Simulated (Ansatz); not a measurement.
Here is the system:

Mg2ZnO3:
```cif
data_Mg2O3Zn
_chemical_formula_sum 'Mg2 Zn1 O3'
_space_group_name_H-M_alt 'P 1'
_space_group_IT_number 1
_cell_length_a 2.99121
_cell_length_b 2.99121
_cell_length_c 7.30607
_cell_angle_alpha 90.000
_cell_angle_beta 90.000
_cell_angle_gamma 120.000
loop_
_space_group_symop_operation_xyz
  'x, y, z'
loop_
_atom_site_label
_atom_site_type_symbol
_atom_site_fract_x
_atom_site_fract_y
_atom_site_fract_z
_atom_site_occupancy
Mg1 Mg 0.33333 0.66667 0.66592 1
Mg2 Mg 0.66667 0.33333 0.33408 1
Zn1 Zn 0.00000 0.00000 0.00000 1
O1 O 0.33333 0.66667 0.17174 1
O2 O 0.66667 0.33333 0.82826 1
O3 O 0.00000 0.00000 0.50000 1
```

This is the r²SCAN-relaxed structure.

Question: All from the program Ansatz at the r²SCAN level (PAW), unless another level is named. Predict the electron effective mass.

Answer: 0.34 mₑ (isotropic).

Question: Next, the smallest direct gap on the standard path?

Answer: 3.98 eV.

Question: What about the valence-band maximum?

Answer: at A.

Question: And the conduction-band minimum?

Answer: at Γ.

Space group P-3m1. The workflow started from a Materials Project entry (that database holds measured and hypothetical structures alike); the Crystallography Open Database copy checked does not list it. With Mg and Zn taken as one species the cell has the higher symmetry Fm-3m, so it may be an ordered model of a mixed-site phase. Whether it is the stable phase at ambient conditions was not checked. The cell was relaxed with r²SCAN under the symmetry of its start; of distortions, only those at the zone centre were tested.

Potentials: the later of the program's two PAW sets.
